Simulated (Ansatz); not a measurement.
Relaxed-ion elastic tensor of ZrC (NiAs type, P6_3/mmc) in GPa (Voigt order), the program Ansatz at the PBEsol level (PAW); density 6.75 g/cm³, 12.70 Å³ per atom.

```tsv
	1	2	3	4	5	6
1	411	128	172	0.0	0.0	0.0
2	128	411	172	0.0	0.0	0.0
3	172	172	343	0.0	0.0	0.0
4	0.0	0.0	0.0	184	0.0	0.0
5	0.0	0.0	0.0	0.0	184	0.0
6	0.0	0.0	0.0	0.0	0.0	142
```

**Question.** Is the crystal mechanically stable?

**Answer.** Yes: the smallest eigenvalue of C is 142 GPa.

**Question.** Work out the Voigt, Reuss and Hill averages.

**Answer.** K_V = 234, K_R = 234, K_H = 234; G_V = 148, G_R = 138, G_H = 143 GPa.

**Question.** Give Young's modulus, Poisson's ratio, Pugh's ratio and the universal anisotropy index.

**Answer.** E = 9KG/(3K + G) = 357 GPa; ν = 0.25; K/G = 1.63 (brittle by the Pugh limit of 1.75); A_U = 5G_V/G_R + K_V/K_R − 6 = 0.36.

**Question.** Estimate the sound speeds and the Debye temperature.

**Answer.** v_l = √((K + 4G/3)/ρ) = 7940 m/s, v_t = √(G/ρ) = 4610 m/s, mean 5110 m/s; Θ = (h/k)(3n/4πV)^(1/3) v_m = 652 K.

**Question.** How much does each axis shrink under pressure?

**Answer.** Linear compressibilities β_i = Σ_j S_ij (j = 1 to 3): x 1.4, y 1.4, z 1.6 per TPa.

The workflow started from a Materials Project entry (that database holds measured and hypothetical structures alike); the Crystallography Open Database copy checked does not list it. It is not the phase usual at ambient conditions (space group No. 225). Symmetry was held in the PBEsol relaxation; whether a distortion lowers the energy is not shown. The run is not spin-polarised. As this level gives no gap, shear constants depend on the k-mesh and smearing (Fermi–Dirac, 0.1 eV here). On the denser mesh and wider smearing of the elastic run this cell carries a stress of 0.6 GPa.

Potentials: the later of the program's two PAW sets.
